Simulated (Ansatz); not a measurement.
LaAl2Si2 in space group P-3m1 (No. 164; La on 1a, Al on 2d, Si on 2d), PBE (plane waves, PAW; program Ansatz), all energies at zero smearing, with the estimated change up to a 700 eV cutoff added, with one set of potentials and settings (totals compare only within such a set). Cell of 5 atoms (1 La, 2 Al, 2 Si): -8598.804 eV.

```tsv
element	reference phase	E (eV/atom)
La	P6_3/mmc, 4 atoms in the cell	-6250.0953
Al	Fm-3m, 1 atoms in the cell	-537.5049
Si	Fd-3m, 2 atoms in the cell	-635.8096
```

Formation energy per atom, worked out: (-8598.804 − 1×(-6250.0953) − 2×(-537.5049) − 2×(-635.8096))/5 = -0.416 eV/atom (-40 kJ per mol of atoms), at 0 K, without zero-point energy or fitted corrections.

The first step of the workflow began from a Materials Project structure, measured or hypothetical; the Crystallography Open Database copy checked does not list it. Its standing as an ambient phase is unchecked. The PBE relaxation kept the symmetry of its start; its stability against distortions is not shown here. The references are the lowest solids computed at this level, not always the standard phases. Spin–orbit coupling is left out wherever it is not named.

Potentials: the later of the program's two PAW sets.
